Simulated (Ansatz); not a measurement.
## NaTb2Sc2FeO9 (space group P-3m1, from a cell of Sr2NdCu2RuO9)

Level of theory: DFT, PBE, scalar-relativistic, collinear spin; plane waves to 420 eV with PAW datasets (Ansatz 0.2.0), Γ-centred 6×6×4 mesh, 0.05 eV Gaussian smearing; PAW files: Ansatz's generated set soft_2.

```cif
data_structure
_symmetry_space_group_name_H-M 'P 1'
_symmetry_Int_Tables_number 1
_cell_length_a 5.5525
_cell_length_b 5.5525
_cell_length_c 6.8266
_cell_angle_alpha 90.000
_cell_angle_beta 90.000
_cell_angle_gamma 120.000
_cell_volume 182.27
loop_
_atom_site_label
_atom_site_type_symbol
_atom_site_fract_x
_atom_site_fract_y
_atom_site_fract_z
_atom_site_occupancy
Sc1 Sc 0.66667 0.33333 0.31057 1
Sc2 Sc 0.33333 0.66667 0.68943 1
Na1 Na 0.00000 0.00000 0.50000 1
O1 O 0.50000 0.50000 0.50000 1
O2 O 0.15704 0.84296 0.84805 1
O3 O 0.84296 0.15704 0.15195 1
O4 O 0.68591 0.84296 0.84805 1
O5 O 0.31409 0.15704 0.15195 1
O6 O 0.00000 0.50000 0.50000 1
O7 O 0.50000 0.00000 0.50000 1
O8 O 0.15704 0.31409 0.84805 1
O9 O 0.84296 0.68591 0.15195 1
Fe1 Fe 0.00000 0.00000 0.00000 1
Tb1 Tb 0.66667 0.33333 0.76509 1
Tb2 Tb 0.33333 0.66667 0.23491 1
```

The start was a prototype's sites filled with these elements, not a measured cell.

Magnetic state: ferromagnetic, site spin moments O 0.08; Fe 2.14; Tb 5.84 μB.

The cell is relaxed to zero pressure at this level.

Path: Γ–M–K–Γ–A–L–H–A | L–M | H–K, with Γ = (0.000, 0.000, 0.000), M = (0.500, 0.000, 0.000), K = (0.333, 0.333, 0.000), A = (0.000, 0.000, 0.500), L = (0.500, 0.000, 0.500), H = (0.333, 0.333, 0.500) in reciprocal vectors of the calculation's cell.

**Question.** Is it a metal or an insulator, and if it has a gap, where are the band edges on this path?

**Answer.** An insulator with a gap of 0.08 eV on the path, the valence band topping between H and A and the conduction band bottoming at L; the smallest direct gap is 0.08 eV.

Levels between -6 and 6 eV from the Fermi level at the path's named points:
| point | spin | below E_F (eV) | above E_F (eV) |
| --- | --- | --- | --- |
| Γ | up | -5.62 -5.62 -5.57 -5.57 -5.57 -5.16 -4.78 -4.45 -4.44 -4.44 -4.36 -4.36 -4.29 -4.29 -4.29 -4.25 -4.22 -4.22 -4.22 -4.04 -4.04 -3.86 -3.80 -3.80 -3.54 -3.22 -3.22 -3.18 -3.02 -2.23 -2.23 -2.12 -1.99 -1.99 -1.68 -1.37 -1.37 -1.06 -0.99 -0.99 -0.89 -0.89 -0.85 -0.73 | 1.45 1.45 3.20 3.51 3.51 3.92 4.20 4.20 4.22 4.22 4.60 5.64 5.64 5.70 |
| Γ | down | -5.06 -4.95 -4.95 -4.61 -4.60 -4.60 -4.60 -3.98 -3.98 -3.88 -3.77 -3.77 -3.32 -3.20 -3.20 -2.31 -2.31 -1.71 -1.16 -1.16 -0.99 -0.95 -0.95 -0.86 -0.69 -0.69 -0.62 -0.15 -0.08 | 0.03 0.14 0.14 0.33 0.39 0.39 0.43 0.51 0.51 0.78 0.78 0.86 0.86 0.95 0.97 2.42 2.42 3.61 3.99 3.99 4.20 4.66 4.66 4.66 4.66 5.07 5.84 |
| M | up | -5.88 -5.80 -5.64 -5.42 -5.38 -5.08 -4.66 -4.43 -4.41 -4.40 -4.37 -4.34 -4.34 -4.31 -4.28 -4.25 -4.24 -4.23 -4.20 -3.91 -3.85 -3.81 -3.43 -3.35 -3.29 -3.22 -3.15 -3.10 -2.89 -2.74 -2.59 -2.43 -2.31 -2.19 -1.83 -1.78 -1.72 -1.67 -1.63 -1.58 -1.28 -1.14 -1.01 -0.59 | 1.61 1.67 3.61 4.29 4.50 4.52 4.76 4.78 4.95 4.99 5.04 5.56 5.67 5.88 |
| M | down | -5.28 -5.17 -5.04 -5.02 -4.50 -4.23 -4.16 -3.87 -3.82 -3.54 -3.40 -3.22 -3.22 -2.98 -2.73 -2.52 -2.47 -2.37 -2.18 -2.14 -1.73 -1.63 -1.56 -1.41 -1.31 -1.16 -0.43 -0.11 -0.09 | 0.21 0.36 0.38 0.40 0.41 0.42 0.50 0.64 0.64 0.81 0.81 0.84 0.85 0.91 0.92 2.61 2.62 3.96 4.60 4.87 4.92 5.08 5.24 5.41 5.52 5.69 5.97 |
| K | up | -5.68 -5.68 -5.58 -5.58 -5.48 -4.99 -4.53 -4.53 -4.43 -4.41 -4.41 -4.34 -4.34 -4.31 -4.26 -4.26 -4.26 -4.25 -4.13 -4.13 -3.96 -3.75 -3.75 -3.63 -3.32 -3.18 -3.18 -2.55 -2.55 -2.42 -2.42 -2.38 -2.25 -2.25 -2.25 -2.19 -2.19 -1.82 -1.43 -1.26 -1.26 -1.06 -0.86 -0.86 | 1.52 1.52 4.19 4.19 4.37 4.51 4.51 4.69 5.29 5.39 5.47 5.47 5.72 5.81 5.81 |
| K | down | -5.06 -5.06 -5.01 -4.71 -4.71 -4.49 -4.21 -4.21 -3.92 -3.62 -3.62 -3.22 -3.02 -2.58 -2.58 -2.29 -2.27 -2.23 -2.23 -2.05 -2.05 -1.91 -1.91 -1.74 -1.31 -0.72 -0.72 -0.09 -0.09 | 0.37 0.37 0.38 0.43 0.43 0.46 0.53 0.53 0.59 0.83 0.83 0.83 0.85 0.85 0.93 2.51 2.51 4.53 4.53 4.91 4.91 4.96 4.99 5.79 5.79 5.80 5.80 |
| A | up | -5.64 -5.64 -5.64 -5.64 -5.59 -5.51 -4.43 -4.43 -4.35 -4.34 -4.34 -4.30 -4.30 -4.29 -4.27 -4.27 -4.27 -4.24 -4.23 -4.16 -3.93 -3.93 -3.56 -3.56 -3.17 -3.17 -3.17 -3.13 -2.73 -2.30 -2.30 -2.27 -2.03 -2.03 -1.72 -1.60 -1.55 -1.55 -1.49 -1.49 -1.14 -0.58 -0.58 -0.52 | 1.70 1.70 3.41 3.57 3.57 4.03 4.03 4.82 4.82 4.82 4.96 5.15 5.40 5.40 5.87 5.87 |
| A | down | -5.43 -5.04 -5.04 -4.68 -4.68 -4.58 -4.09 -4.02 -3.88 -3.88 -3.54 -3.54 -3.12 -3.12 -2.46 -2.18 -2.18 -2.17 -1.61 -1.61 -1.59 -1.37 -1.37 -1.19 -0.49 -0.49 -0.40 -0.10 -0.09 | 0.13 0.30 0.30 0.32 0.37 0.37 0.47 0.53 0.53 0.80 0.80 0.82 0.82 0.93 0.99 2.64 2.64 3.78 3.97 3.97 4.54 4.54 5.14 5.34 5.36 5.36 5.43 5.98 5.98 |
| L | up | -5.81 -5.73 -5.59 -5.38 -5.33 -5.02 -4.74 -4.43 -4.43 -4.42 -4.35 -4.34 -4.34 -4.30 -4.28 -4.25 -4.23 -4.18 -4.14 -3.93 -3.90 -3.85 -3.44 -3.35 -3.32 -3.17 -3.16 -3.06 -2.94 -2.88 -2.85 -2.73 -2.61 -2.15 -1.77 -1.65 -1.64 -1.57 -1.26 -1.25 -1.23 -1.18 -1.05 -0.83 | 1.47 1.61 3.73 4.48 4.58 4.61 4.70 4.85 4.98 5.11 5.12 5.48 5.49 5.56 5.60 5.97 5.99 |
| L | down | -5.18 -5.07 -4.96 -4.80 -4.52 -4.18 -4.13 -4.00 -3.86 -3.74 -3.32 -3.26 -3.09 -3.06 -2.89 -2.80 -2.74 -2.59 -2.58 -1.66 -1.54 -1.48 -1.39 -1.15 -1.10 -1.09 -0.67 -0.10 -0.08 | 0.00 0.35 0.37 0.40 0.40 0.41 0.54 0.62 0.70 0.80 0.82 0.83 0.83 0.85 0.95 2.43 2.60 4.11 4.81 4.99 5.01 5.06 5.20 5.56 5.65 5.69 5.79 5.97 6.00 |
| H | up | -5.75 -5.75 -5.58 -5.58 -5.34 -5.12 -4.43 -4.43 -4.42 -4.40 -4.40 -4.35 -4.29 -4.29 -4.27 -4.24 -4.24 -4.24 -3.95 -3.95 -3.90 -3.62 -3.62 -3.52 -3.44 -3.23 -3.23 -3.13 -3.13 -2.59 -2.59 -2.57 -2.24 -2.07 -2.07 -1.75 -1.72 -1.72 -1.44 -1.44 -1.30 -1.13 -1.10 -1.10 | 1.67 1.67 4.14 4.14 4.61 4.71 4.74 4.74 5.31 5.31 5.33 5.39 5.72 5.75 5.75 5.76 5.93 5.93 |
| H | down | -5.17 -5.17 -5.05 -4.59 -4.59 -4.18 -3.98 -3.98 -3.84 -3.50 -3.50 -3.44 -3.38 -3.08 -3.08 -2.37 -2.32 -2.32 -2.21 -1.84 -1.84 -1.58 -1.58 -1.58 -1.18 -1.09 -1.09 -0.08 -0.08 | 0.35 0.35 0.37 0.39 0.39 0.40 0.54 0.54 0.66 0.81 0.81 0.81 0.87 0.88 0.88 2.63 2.63 4.48 4.48 4.89 5.18 5.18 5.29 5.69 5.69 5.79 5.87 |

Semilocal functionals without a U place occupied f levels too high and empty ones too low, so gaps that touch them come out too small. Scalar-relativistic only: spin–orbit splittings of the heavy atoms' levels are missing. The run wasn't fully tested for a lower electronic state. Site moments are of spin, integrated over atomic spheres.

A lower state of the open shells can't be excluded, and forces and pressures are less sure for it.
